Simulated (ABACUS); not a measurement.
Input and output of a self-consistent single point for Ta (Im-3m, 2 atoms in the cell; from Materials Project mp-50, changed as shown) (ABACUS).

All values come from this method and carry its errors: ABACUS 3.10.1 with LDA (PW92), numerical atomic orbitals SZP (confined pseudo-atomic orbitals with Gaussian additions; energy shift 0.01 Ry), PseudoDojo 0.4 standard norm-conserving LDA (tails mended) pseudopotentials.

The change in words: lattice scaled by 1.02. Reference geometry (Im-3m):
```xyz
2
Lattice="3.3099 0.0000 0.0000 0.0000 3.3099 0.0000 0.0000 0.0000 3.3099" Properties=species:S:1:pos:R:3 pbc="T T T"
Ta     0.0000     0.0000     0.0000
Ta     1.6549     1.6549     1.6549
```

Reference input (self-consistent single point, DFT, LDA (PW92), numerical atomic orbitals SZP (confined pseudo-atomic orbitals with Gaussian additions; energy shift 0.01 Ry), PseudoDojo 0.4 standard norm-conserving LDA (tails mended) pseudopotentials): basis = SZP numerical atomic orbitals, energy shift 0.01 Ry; KPT = Gamma 14 14 14 0 0 0; basis_type = lcao; dft_functional = PWLDA; ecutwfc = 100 Ry; smearing_method = fd; smearing_sigma = 0.00367493 Ry; potentials = PseudoDojo 0.4 standard norm-conserving LDA (tails mended); symmetry = 1; ks_solver = genelpa; scf_nmax = 100; scf_thr = 1.0e-06. This run's input differs from it in these lines:

```diff
@@ -32,5 +32,5 @@
 LATTICE_VECTORS
-   3.3098600000    0.0000000000    0.0000000000
-   0.0000000000    3.3098600000    0.0000000000
-   0.0000000000    0.0000000000    3.3098600000
+   3.3760570000    0.0000000000    0.0000000000
+   0.0000000000    3.3760570000    0.0000000000
+   0.0000000000    0.0000000000    3.3760570000
```

Output (repeated stretches shortened):

```
 SELF-CONSISTENT
 -------------------------------------------

                  longest orb rcut (Bohr) = 7.5
   longest nonlocal projector rcut (Bohr) = 2.3
                     search radius (Bohr) = 19.6

                          real space grid = [ 45, 45, 45 ]
                                 init_chg = atomic

 LCAO ALGORITHM --------------- ION=   1  ELEC=   1--------------------------------

 Density error is 0.0460731957485
 E_KohnSham     -260.6165405251      -3545.8699441899
 E_Fermi        1.2546199270         17.0699798316

 LCAO ALGORITHM --------------- ION=   1  ELEC=   2--------------------------------

   [... lines left out ...]

   [... 3 blocks of this kind left out ...]

 LCAO ALGORITHM --------------- ION=   1  ELEC=   6--------------------------------

 Density error is 2.89414586603e-06
 E_KohnSham     -260.6200913689      -3545.9182558977
 E_Fermi        1.2316996878         16.7581339787

 LCAO ALGORITHM --------------- ION=   1  ELEC=   7--------------------------------

 Density error is 1.85614933007e-07
 E_KohnSham     -260.6200913690      -3545.9182558987
 E_KS(sigma->0) -260.6192492145      -3545.9067977995
 E_entropy(-TS) -0.0016843089        -0.0229161983
 E_Fermi        1.2317014240         16.7581576009
 charge density convergence is achieved
 final etot is -3545.9182559 eV
 EFERMI = 16.758157601 eV

 STATE ENERGY(eV) AND OCCUPATIONS    NSPIN == 1
   [... 20 lines left out ...]

 TOTAL-FORCE (eV/Angstrom)
                       Ta1         0.0000000000         0.0000000000         0.0000000000
                       Ta2         0.0000000000         0.0000000000         0.0000000000

 TOTAL-STRESS (KBAR)
      -200.4113631318         0.0000000000         0.0000000000
         0.0000000000      -200.4113631318         0.0000000000
         0.0000000000         0.0000000000      -200.4113631318
 TOTAL-PRESSURE: -200.411363 KBAR

 --------------------------------------------
 !FINAL_ETOT_IS -3545.9182558986590266 eV
 --------------------------------------------
```

The run converged in 7 iterations. Against the reference run the free energy goes up by 107 meV/atom and the pressure goes from -10.30 to -20.04 GPa.

The atom-centred basis is finite, which shifts total energies and pressures against plane waves. A single-zeta basis is rough, for pressures and forces above all. The structure comes from a collection of computed structures, made at another level of theory; the collection holds predicted forms beside known ones. At this pressure the cell is far from its equilibrium volume at this level.

Cost on one core: around 14 core-seconds (rough).

The atomic orbitals were generated for these runs; they are not ABACUS's published sets and were checked against plane waves on a few crystals only.

“Tails mended”: in these copies of the files the far tail of each local potential was reset to the Coulomb form.
